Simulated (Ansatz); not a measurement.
## Structure relaxation, TiAl3

The start is a relaxed TiAl3 cell shaken by Gaussian noise of σ = 0.08 Å a coordinate. The structure is fully relaxed (lattice and positions, P = 0) with PBEsol (plane waves to 420 eV, PAW, scalar-relativistic; Ansatz, a quantum-chemistry and plane-wave program). The first steps use a coarse 9×9×12 k-mesh.

Initial structure:
```
TiAl3
1.0
   -1.93431     1.93431     8.26463
    1.93431    -1.93431     8.26463
    1.93431     1.93431    -8.26463
Al Ti
6 2
Direct
  0.51544   0.97792   0.49555
  0.98284   0.50759   0.48858
  0.78411   0.26126   0.54338
  0.23812   0.75546   0.48051
  0.33561   0.34420   0.92146
  0.59828   0.62322   0.97491
  0.12214   0.11354   0.00204
  0.93218   0.89187   0.05035
```

### Question
How large is the pressure on the unrelaxed cell, and of which sign?

### Answer
+2.9 GPa (positive: the cell is compressed).

### Question
What is the largest force in the starting geometry, and on which atom (counted from 1)?

### Answer
3.13 eV/Å, on Ti8 (atoms numbered as listed).

### Question
By how much does the energy per atom fall from start to end?

### Answer
0.11 eV/atom.

### Question
Is the parent structure recovered?

### Answer
It relaxes back to the parent, I4/mmm (No. 139).

### Question
How do the shortest distances between atoms change?

### Answer
The closest pairs of elements (up to four, under 3.6 Å), start → end: Al–Ti 2.39 → 2.74 Å; Al–Al 2.57 → 2.74 Å.

### Question
What band gap does the relaxed structure have at this level?

### Answer
No gap (metallic).

It ends as:

```cif
data_Al12Ti4
_chemical_formula_sum 'Al12 Ti4'
_space_group_name_H-M_alt 'I4/mmm'
_space_group_IT_number 139
_space_group_name_Hall '-I 4 2'
_cell_length_a 3.86866
_cell_length_b 3.86866
_cell_length_c 16.52963
_cell_angle_alpha 90.000
_cell_angle_beta 90.000
_cell_angle_gamma 90.000
loop_
_atom_site_label
_atom_site_type_symbol
_atom_site_symmetry_multiplicity
_atom_site_Wyckoff_symbol
_atom_site_fract_x
_atom_site_fract_y
_atom_site_fract_z
_atom_site_occupancy
Al1 Al 4 c 0.00000 0.50000 0.00000 1
Al2 Al 4 d 0.00000 0.50000 0.25000 1
Al3 Al 4 e 0.00000 0.00000 0.37510 1
Ti1 Ti 4 e 0.00000 0.00000 0.11906 1
```
(The calculation used a cell of 8 atoms; values per cell refer to that cell.)

Final values are on a 17×17×17 k-mesh of the relaxed cell. No spin polarisation in the result.

The first start was generated by placing the elements on the sites of a structure type. Materials Project lists a structure of TiAl3 in the same space group, I4/mmm (No. 139); the sites were not compared with it, nor with measured phases.
